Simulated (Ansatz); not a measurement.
AlNi (CsCl type, Pm-3m), a = b = c = 2.8932 Å, α = β = γ = 90.00°.

Relaxed with PBE.

Task: Which orbitals make up the states near the Fermi level in the program Ansatz at the PBE level (PAW)?

Result: Within 0.5 eV of the Fermi level: Ni 3d 60 %, Al 3p 28 %. Projections are on Löwdin-orthogonalised atomic valence shells; empty p or d shells of many metals are not among them.

Task: Tabulate the density of states.

Result: States/eV per cell of 2 atoms, in 0.25 eV bins, energy from the Fermi level.

```
E (eV)  total  Ni 3d  Al 3p  Al 3s
------  -----  -----  -----  -----
-7.85    0.34   0.01   0.15   0.12
-7.60    0.36   0.02   0.16   0.12
-7.35    0.39   0.02   0.17   0.14
-7.10    0.45   0.03   0.19   0.17
-6.85    0.45   0.04   0.19   0.17
-6.60    0.45   0.05   0.18   0.16
-6.35    0.50   0.07   0.20   0.18
-6.10    0.55   0.10   0.22   0.18
-5.85    0.59   0.13   0.23   0.19
-5.60    0.65   0.18   0.23   0.19
-5.35    0.71   0.24   0.24   0.19
-5.10    0.64   0.22   0.24   0.14
-4.85    0.63   0.22   0.25   0.11
-4.60    0.67   0.25   0.27   0.10
-4.35    0.76   0.30   0.30   0.09
-4.10    1.06   0.48   0.38   0.09
-3.85    2.03   1.16   0.65   0.09
-3.60    1.56   0.99   0.44   0.07
-3.35    1.65   1.15   0.41   0.05
-3.10    3.20   2.43   0.69   0.02
-2.85    2.83   2.18   0.58   0.00
-2.60    1.69   1.46   0.17   0.00
-2.35    4.05   3.70   0.20   0.01
-2.10    5.29   4.94   0.20   0.01
-1.85    7.27   6.83   0.27   0.01
-1.60    4.29   4.01   0.18   0.01
-1.35    1.11   0.93   0.12   0.01
-1.10    0.64   0.51   0.08   0.00
-0.85    0.55   0.42   0.09   0.00
-0.60    1.93   1.53   0.28   0.02
-0.35    1.32   0.91   0.29   0.04
-0.10    0.94   0.55   0.27   0.05
0.15     0.76   0.39   0.26   0.04
0.40     0.63   0.28   0.24   0.04
0.65     0.53   0.21   0.22   0.04
0.90     0.45   0.16   0.20   0.03
1.15     0.38   0.12   0.18   0.03
1.40     0.32   0.09   0.15   0.02
1.65     0.36   0.09   0.12   0.02
1.90     0.43   0.09   0.10   0.03
2.15     0.68   0.14   0.11   0.10
2.40     0.89   0.19   0.18   0.17
2.65     0.95   0.21   0.22   0.23
2.90     0.88   0.18   0.24   0.22
3.15     0.83   0.15   0.25   0.22
3.40     0.80   0.13   0.25   0.23
3.65     0.79   0.11   0.26   0.22
3.90     0.75   0.10   0.26   0.20
4.15     0.74   0.09   0.25   0.19
4.40     0.76   0.08   0.28   0.19
4.65     0.78   0.08   0.32   0.17
```

The cell was relaxed with PBE under the symmetry of its start; phonons on a q-mesh show no instability. The workflow began spin-polarised and lost its moments.

Potentials: the later of the program's two PAW sets.
